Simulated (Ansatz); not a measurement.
Relax this structure to zero stress and force, keeping its symmetry:

```cif
data_structure
_symmetry_space_group_name_H-M 'R-3m:H'
_symmetry_Int_Tables_number 166
_cell_length_a 4.1904
_cell_length_b 4.1904
_cell_length_c 31.3009
_cell_angle_alpha 90.000
_cell_angle_beta 90.000
_cell_angle_gamma 120.000
_cell_volume 476.00
loop_
_atom_site_label
_atom_site_type_symbol
_atom_site_symmetry_multiplicity
_atom_site_Wyckoff_symbol
_atom_site_fract_x
_atom_site_fract_y
_atom_site_fract_z
_atom_site_occupancy
Bi1 Bi 6 c 0.66667 0.33333 0.72897 1
Se1 Se 3 a 0.00000 0.00000 0.00000 1
Se2 Se 6 c 0.33333 0.66667 0.88781 1
```

Theory: Ansatz, DFT PBE, scalar-relativistic, plane waves, PAW.

Plane waves to 420 eV, a k mesh through Γ of 6×6×6 on the computed 5-atom cell and Gaussian smearing (0.02 eV); no spin polarisation.

Task: What does it relax to?

Result: The volume decreases by 0.05 Å³/atom to 31.69 Å³/atom, and the energy changes by under 0.1 meV/atom. Final structure:
```cif
data_structure
_symmetry_space_group_name_H-M 'R-3m:H'
_symmetry_Int_Tables_number 166
_cell_length_a 4.1873
_cell_length_b 4.1873
_cell_length_c 31.3021
_cell_angle_alpha 90.000
_cell_angle_beta 90.000
_cell_angle_gamma 120.000
_cell_volume 475.31
loop_
_atom_site_label
_atom_site_type_symbol
_atom_site_symmetry_multiplicity
_atom_site_Wyckoff_symbol
_atom_site_fract_x
_atom_site_fract_y
_atom_site_fract_z
_atom_site_occupancy
Bi1 Bi 6 c 0.66667 0.33333 0.72893 1
Se1 Se 3 a 0.00000 0.00000 0.00000 1
Se2 Se 6 c 0.33333 0.66667 0.88770 1
```

Spin–orbit coupling is left out, which can shift energies with elements as heavy as these. The cell holds layers, and where no dispersion correction was added their binding is poorly described.